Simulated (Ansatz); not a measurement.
RbH:
```
RbH
1.0
    0.00000     2.89319     2.89319
    2.89319     0.00000     2.89319
    2.89319     2.89319     0.00000
Rb H
1 1
Direct
  0.50000   0.50000   0.50000
  0.00000   0.00000   0.00000
```

Relaxed with LDA.

Q: Give the optical modes at the zone centre with their infrared and Raman activity from DFPT, the program Ansatz at the LDA level (PAW).

A: Transverse frequencies, without the LO–TO term; a row sums one degenerate level.

```
ω (cm⁻¹)  degeneracy  IR ((D/Å)²/amu)  Raman (Å⁴/amu)  activity  symmetry
--------  ----------  ---------------  --------------  --------  --------
482                3            73.85               0        IR       T1u
```

Q: How high does the top mode go among those that the LO–TO term moves?

A: 760 cm⁻¹ for q along x.

Space group Fm-3m (rock salt). The workflow started from a Materials Project entry (that database holds measured and hypothetical structures alike); the Crystallography Open Database files this formula in space group No. 225, but the cells were not matched. Its standing as an ambient phase is unchecked. Symmetry was held in the LDA relaxation; phonons on a q-mesh show no instability.

Potentials: the later of the program's two PAW sets.
